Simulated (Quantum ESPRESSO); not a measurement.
# Computed records: Ta2AlGa2Ru3 (simulated cell), Ta2Ga3Mo2Au (simulated cell)

All values are calculated (Quantum ESPRESSO 7.5). Calculation on a made-up metal alloy cell, not a measurement: no spin or spin-orbit, unrelaxed, 2900 K smearing, stress positive in tension, cell energy less fitted offsets; periodic Kohn-Sham density functional theory in plane waves with PseudoDojo standard norm-conserving scalar-relativistic pseudopotentials, each functional with its own files (v0.5 for PBE, v0.4.1 for LDA and PBEsol), eight atoms on drawn sites of a strained close-packed or body-centred lattice, each displaced and held fixed; the energy is the cell's free energy, ions and the entropy term -TS included, at the stated Fermi-Dirac width, less a fixed offset for each atom's element (shifted free energy); compositions with an open d shell lost a parallel starting moment in a cheaper test run, and other magnetic orders were not tried; an error bar is the largest change of its kind in a tighter rerun, never given below 0.002 eV, 0.02 GPa or 0.003 eV/angstrom, and covers cutoff and k-mesh only, not smearing or the files.

Settings shared by all entries: functional pbe; fermi dirac smearing 0.25 eV; electrons removed 0; run command mpirun -np 4 pw.x -nk 4 -in in.

Notes on all entries: heavy elements are run without spin-orbit coupling, which real alloys of them have; a spin test at this wide smearing found no moment, but such smearing suppresses magnetism that the real alloy may have; lattice, volume and sites are drawn at random and may be unstable or far from any real phase; energies are for the whole cell, less offsets fitted to these runs, so they are not formation energies.

(1) 
```cif
# cell vector a (Å): 2.0410 3.9095 1.9229
# cell vector b (Å): 0.0539 3.8923 -3.8653
# cell vector c (Å): -3.8774 3.8176 -0.0209
data_Ta2AlGa2Ru3
_symmetry_space_group_name_H-M 'P 1'
_symmetry_Int_Tables_number 1
_cell_length_a 4.8112
_cell_length_b 5.4857
_cell_length_c 5.4414
_cell_angle_alpha 60.429
_cell_angle_beta 74.557
_cell_angle_gamma 72.596
_cell_volume 117.96
loop_
_atom_site_label
_atom_site_type_symbol
_atom_site_fract_x
_atom_site_fract_y
_atom_site_fract_z
_atom_site_occupancy
Ta1 Ta 0.99639 0.99923 0.00624 1
Ru1 Ru 0.99964 0.99980 0.49738 1
Ga1 Ga 0.00036 0.49902 0.99591 1
Ru2 Ru 0.99212 0.49729 0.50650 1
Ru3 Ru 0.50283 0.25007 0.24383 1
Ga2 Ga 0.49877 0.25557 0.74667 1
Al1 Al 0.50525 0.74730 0.24037 1
Ta2 Ta 0.51172 0.75227 0.73734 1
_calc_lattice_type 'face-centred cubic'
_calc_cutoff 1143  # eV
_calc_run_processor 'Intel Xeon, older, virtual cores'
_calc_k_mesh '5 x 5 x 5 shifted half a step off Gamma on each axis'
_calc_entropy_term_negative_ts -1.283  # eV
_calc_pressure 8.89  # GPa
_calc_stress_xx -4.21  # GPa
_calc_stress_yy -12.55  # GPa
_calc_stress_zz -9.91  # GPa
_calc_stress_yz 1.59  # GPa
_calc_stress_xz -1.64  # GPa
_calc_stress_xy 1.09  # GPa
_calc_shifted_free_energy -1.682  # eV
```

Atoms:
```
atoms element  atom site  atom energy offset (eV)
           Ta          1                 -1771.44
           Ru          2                 -2750.51
           Ga          3                 -2081.03
           Ru          4                 -2750.51
           Ru          5                 -2750.51
           Ga          6                 -2081.03
           Al          7                   -63.26
           Ta          8                 -1771.44
```

Forces:
```
site  x (eV/Å)  y (eV/Å)  z (eV/Å)
   1    -0.401    -0.207    -0.249
   2     0.077     0.776     0.339
   3      -0.4     0.622     0.242
   4     0.062    -0.413     0.074
   5     0.667     -0.45    -0.668
   6     0.653    -0.534     0.248
   7    -0.978    -0.034      0.09
   8      0.32      0.24    -0.077
```

Notes: error bars: energy 0.0049 eV, stress 0.073 GPa, force 0.005 eV/Å, from a tighter rerun of a related cell, whose elements or sites may differ; 14 SCF iterations, 226 s of wall time on a shared machine.

(2) 
```cif
# cell vector a (Å): 2.0410 3.9095 1.9229
# cell vector b (Å): 0.0539 3.8923 -3.8653
# cell vector c (Å): -3.8774 3.8176 -0.0209
data_Ta2AlGa2Ru3
_symmetry_space_group_name_H-M 'P 1'
_symmetry_Int_Tables_number 1
_cell_length_a 4.8112
_cell_length_b 5.4857
_cell_length_c 5.4414
_cell_angle_alpha 60.429
_cell_angle_beta 74.557
_cell_angle_gamma 72.596
_cell_volume 117.96
loop_
_atom_site_label
_atom_site_type_symbol
_atom_site_fract_x
_atom_site_fract_y
_atom_site_fract_z
_atom_site_occupancy
Ru1 Ru 0.99639 0.99923 0.00624 1
Ru2 Ru 0.99964 0.99980 0.49738 1
Ga1 Ga 0.00036 0.49902 0.99591 1
Ta1 Ta 0.99212 0.49729 0.50650 1
Al1 Al 0.50283 0.25007 0.24383 1
Ta2 Ta 0.49877 0.25557 0.74667 1
Ru3 Ru 0.50525 0.74730 0.24037 1
Ga2 Ga 0.51172 0.75227 0.73734 1
_calc_lattice_type 'face-centred cubic'
_calc_cutoff 1143  # eV
_calc_run_processor 'Intel Xeon, older, virtual cores'
_calc_k_mesh '5 x 5 x 5 shifted half a step off Gamma on each axis'
_calc_entropy_term_negative_ts -1.342  # eV
_calc_pressure 10.59  # GPa
_calc_stress_xx -12.27  # GPa
_calc_stress_yy -13.26  # GPa
_calc_stress_zz -6.22  # GPa
_calc_stress_yz -3.36  # GPa
_calc_stress_xz -1.35  # GPa
_calc_stress_xy 4.32  # GPa
_calc_shifted_free_energy -1.321  # eV
```

Atoms:
```
atoms element  atom site  atom energy offset (eV)
           Ru          1                 -2750.51
           Ru          2                 -2750.51
           Ga          3                 -2081.03
           Ta          4                 -1771.44
           Al          5                   -63.26
           Ta          6                 -1771.44
           Ru          7                 -2750.51
           Ga          8                 -2081.03
```

Forces:
```
site  x (eV/Å)  y (eV/Å)  z (eV/Å)
   1     0.247    -0.208     -0.24
   2    -0.037     0.317     0.014
   3     -0.52      0.56    -0.306
   4     1.387    -0.423    -0.534
   5     0.032     0.244     0.672
   6    -0.241    -0.157     1.288
   7     -0.18    -0.363     0.165
   8    -0.687      0.03    -1.061
```

Notes: error bars: energy 0.0049 eV, stress 0.073 GPa, force 0.005 eV/Å, from a tighter rerun of a related cell, whose elements or sites may differ; 13 SCF iterations, 215 s of wall time on a shared machine.

(3) 
```cif
# cell vector a (Å): 2.0410 3.9095 1.9229
# cell vector b (Å): 0.0539 3.8923 -3.8653
# cell vector c (Å): -3.8774 3.8176 -0.0209
data_Ta2AlGa2Ru3
_symmetry_space_group_name_H-M 'P 1'
_symmetry_Int_Tables_number 1
_cell_length_a 4.8112
_cell_length_b 5.4857
_cell_length_c 5.4414
_cell_angle_alpha 60.429
_cell_angle_beta 74.557
_cell_angle_gamma 72.596
_cell_volume 117.96
loop_
_atom_site_label
_atom_site_type_symbol
_atom_site_fract_x
_atom_site_fract_y
_atom_site_fract_z
_atom_site_occupancy
Ru1 Ru 0.99639 0.99923 0.00624 1
Ru2 Ru 0.99964 0.99980 0.49738 1
Ga1 Ga 0.00036 0.49902 0.99591 1
Al1 Al 0.99212 0.49729 0.50650 1
Ga2 Ga 0.50283 0.25007 0.24383 1
Ta1 Ta 0.49877 0.25557 0.74667 1
Ru3 Ru 0.50525 0.74730 0.24037 1
Ta2 Ta 0.51172 0.75227 0.73734 1
_calc_lattice_type 'face-centred cubic'
_calc_cutoff 1143  # eV
_calc_run_processor 'Intel Xeon, older, virtual cores'
_calc_k_mesh '5 x 5 x 5 shifted half a step off Gamma on each axis'
_calc_entropy_term_negative_ts -1.316  # eV
_calc_pressure 9.44  # GPa
_calc_stress_xx -10.14  # GPa
_calc_stress_yy -12.26  # GPa
_calc_stress_zz -5.93  # GPa
_calc_stress_yz -3.16  # GPa
_calc_stress_xz -2.67  # GPa
_calc_stress_xy 5.78  # GPa
_calc_shifted_free_energy -1.538  # eV
```

Atoms:
```
atoms element  atom site  atom energy offset (eV)
           Ru          1                 -2750.51
           Ru          2                 -2750.51
           Ga          3                 -2081.03
           Al          4                   -63.26
           Ga          5                 -2081.03
           Ta          6                 -1771.44
           Ru          7                 -2750.51
           Ta          8                 -1771.44
```

Forces:
```
site  x (eV/Å)  y (eV/Å)  z (eV/Å)
   1     0.279     0.058    -0.338
   2     0.314     0.112     0.265
   3     -0.41     0.587    -0.203
   4     1.177    -0.158     0.115
   5    -0.041     0.126     0.148
   6     0.155    -0.342     0.973
   7    -0.315    -0.231     0.596
   8    -1.159    -0.152    -1.555
```

Notes: error bars: energy 0.0049 eV, stress 0.073 GPa, force 0.005 eV/Å, from a tighter rerun of a related cell, whose elements or sites may differ; 13 SCF iterations, 214 s of wall time on a shared machine.

(4) 
```cif
# cell vector a (Å): -2.9485 0.0000 0.0000
# cell vector b (Å): 0.0000 5.1070 0.0000
# cell vector c (Å): 1.4743 -2.5535 -9.9058
data_Ta2Ga3Mo2Au
_symmetry_space_group_name_H-M 'P 1'
_symmetry_Int_Tables_number 1
_cell_length_a 2.9485
_cell_length_b 5.1070
_cell_length_c 10.3353
_cell_angle_alpha 104.304
_cell_angle_beta 98.201
_cell_angle_gamma 90.000
_cell_volume 149.16
loop_
_atom_site_label
_atom_site_type_symbol
_atom_site_fract_x
_atom_site_fract_y
_atom_site_fract_z
_atom_site_occupancy
Mo1 Mo 0.99730 0.99710 0.00199 1
Mo2 Mo 0.12975 0.44724 0.25007 1
Ta1 Ta 0.26530 0.26839 0.50325 1
Au1 Au 0.36886 0.71222 0.75078 1
Ga1 Ga 0.48782 0.53218 0.00213 1
Ga2 Ga 0.61702 0.95975 0.24776 1
Ga3 Ga 0.75313 0.73341 0.49921 1
Ta2 Ta 0.87497 0.22406 0.75755 1
_calc_lattice_type 'hexagonal close-packed'
_calc_cutoff 1116  # eV
_calc_run_processor 'AMD EPYC, older, virtual cores'
_calc_k_mesh '8 x 5 x 3 shifted half a step off Gamma on each axis'
_calc_stress_yy ?
_calc_pressure ?
```

Atoms:
```
atoms element  atom site  atom energy offset (eV)
           Mo          1                 -1911.95
           Mo          2                 -1911.95
           Ta          3                 -1771.44
           Au          4                 -4032.82
           Ga          5                 -2081.03
           Ga          6                 -2081.03
           Ga          7                 -2081.03
           Ta          8                 -1771.44
```

Notes: error bars: energy 0.0031 eV, stress 0.095 GPa, force 0.014 eV/Å, from a tighter rerun of this cell; 17 SCF iterations, 324 s of wall time on a shared machine.

## Withheld values
1. What stress yy does the calculation give for Ta2Ga3Mo2Au (simulated cell) (entry 4)?
2. Estimate the pressure of Ta2Ga3Mo2Au (simulated cell) (entry 4).

## Answers
1. 13.77 GPa
2. -14.28 GPa

Further results for Ta2Ga3Mo2Au (simulated cell) (entry 4):

```
entropy term negative ts : -1.417 eV
stress xx                : 14.27 GPa
stress zz                : 14.78 GPa
stress yz                : 0.35 GPa
stress xz                : -0.05058 GPa
stress xy                : -0.006097 GPa
shifted free energy      : 0.281 eV
```

Forces:
```
site  x (eV/Å)  y (eV/Å)  z (eV/Å)
   1     0.048     1.134    -0.354
   2     0.032    -0.242     0.295
   3     0.037    -0.831      0.65
   4     -0.03       0.4    -0.195
   5    -0.053    -0.838    -0.188
   6    -0.037     0.048    -0.019
   7    -0.026     0.888    -0.028
   8     0.029     -0.56    -0.163
```
